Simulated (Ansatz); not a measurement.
## GaGe: clamped-ion strain scan

All numbers below come from Ansatz 0.2.0, DFT LDA, scalar-relativistic, plane waves, PAW. Settings: plane waves to 420 eV, k-mesh 14×14×14 (Γ-centred), Gaussian smearing 0.15 eV. No spin polarisation. Energies are free energies at this smearing, counted from the undisturbed cell; pressure is positive in compression.

The starting cell (as given, not relaxed at this level; it stands at -4.2 GPa, and it needn't be the usual structure):

```yaml
crystal:
  lattice:
    - [0.00000, 2.89784, 2.89784]
    - [2.89784, 0.00000, 2.89784]
    - [2.89784, 2.89784, 0.00000]
  atoms:
    - { symbol: Ga, position: [0.75000, 0.75000, 0.75000] }
    - { symbol: Ge, position: [0.00000, 0.00000, 0.00000] }
```

The cell is strained by ε times the Voigt pattern (1, 0, 0, 0, 0, 0) (xx, yy, zz, yz, xz, xy; engineering shear) with fractional coordinates fixed. The cell is metallic on the mesh throughout.

Task: Over the sampled range (-0.1500 to 0.1500), is the undisturbed cell the lowest point?

Result: No: the energy is lower at ε = -0.0750, -27.8 in ΔE (meV/atom).

Task: Which end lies higher in energy, -0.1500 or +0.1500?

Result: +0.1500: 153.1 against -1.1.

The scan:

```csv
ε,ΔE (meV/atom)
-0.1500,-1.1
-0.1125,-22.8
-0.0750,-27.8
-0.0375,-19.3
0.0000,0.0
0.0375,28.2
0.0750,64.0
0.1125,105.9
0.1312,128.8
0.1500,153.1
```